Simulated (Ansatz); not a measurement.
## Sr₂ZnBi₂ under strains and displacements

Computed with Ansatz 0.2.0, DFT PBEsol, scalar-relativistic, plane waves, PAW.

Plane waves to 420 eV, a k mesh through Γ of 9×9×4 on the computed 5-atom cell and Gaussian smearing (0.10 eV); no spin polarisation.

Reference cell:

```xyz
5
Lattice="4.8367 0.0000 0.0000 -2.4183 4.1887 0.0000 0.0000 0.0000 8.8372" Properties=species:S:1:pos:R:3 pbc="T T T"
Sr    0.0000    2.7924    6.3262
Sr    0.0000    2.7924    2.5110
Zn    0.0000    0.0000    0.0000
Bi    0.0000    0.0000    4.4186
Bi    2.4183    1.3962    0.0000
```

Each variant moves atoms of this cell by the vectors given, if any (Å), and then applies a symmetric strain (tensor components, Cartesian axes). The reference cell isn't relaxed at this level. Energies are per atom at zero smearing, counted from the reference cell. Pressure is positive in compression.

1. strain (xx yy zz yz xz xy, %) -2.47 -2.47 3.53 0.00 0.00 0.00; moves: Sr1 (0.000, 0.000, -0.047); Sr2 (0.000, 0.000, 0.047)
2. strain (xx yy zz yz xz xy, %) 7.57 7.57 -1.43 0.00 0.00 0.00; moves: Sr1 (0.000, 0.000, -0.158); Sr2 (0.000, 0.000, 0.158)
3. strain (xx yy zz yz xz xy, %) -0.79 -0.79 2.21 0.00 0.00 0.00; moves: Sr1 (0.000, 0.000, -0.095); Sr2 (0.000, 0.000, 0.095)

The reference cell has pressure -1.97 GPa, largest force 0.087 eV/Å and gap none (metal).

| result | ΔE (meV/atom) | P (GPa) | largest force (eV/Å) |
| --- | --- | --- | --- |
| A | 173.4 | -4.21 | 0.78 |
| B | -3.6 | -1.06 | 0.10 |
| C | 6.0 | -1.63 | 0.32 |

Q: Which variant gave which result?

A: A is 2, B is 1, C is 3. The pressure falls as the cell grows: from the smallest volume to the largest the variants are 1, 3, 2.

Spin-orbit coupling is left out, which matters for the bands of heavy elements.